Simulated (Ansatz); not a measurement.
Al₂Au (fluorite or antifluorite type, space group No. 225) at seven volumes, the program Ansatz at the r²SCAN level (PAW), scaled uniformly. One row is withheld.

| V (Å³/atom) | P (GPa) |
|---|---|
| 16.463 | 13.86 |
| 17.006 | 8.45 |
| 17.549 | 3.87 |
| 18.091 | 0.00 |
| 18.634 | ? |
| 19.177 | -5.99 |
| 19.720 | -8.29 |

**Question.** Fit the shown pressures and predict the withheld one.

**Answer.** P = (3/2)B₀(x^(7/2) − x^(5/2))[1 + (3/4)(B′ − 4)(x − 1)] with x = (V₀/V)^(2/3). Least squares on the six rows gives V₀ = 18.093 Å³/atom, B₀ = 118 GPa, B′ = 4.67. At V = 18.634, x = 0.9805 and P = -3.25 GPa. The run itself gave -3.26 GPa.

Space group Fm-3m (fluorite or antifluorite type). The r²SCAN relaxation kept the symmetry of its start; of distortions, only those at the zone centre were tested. Spin–orbit coupling is left out wherever it is not named.

Potentials: the later of the program's two PAW sets.
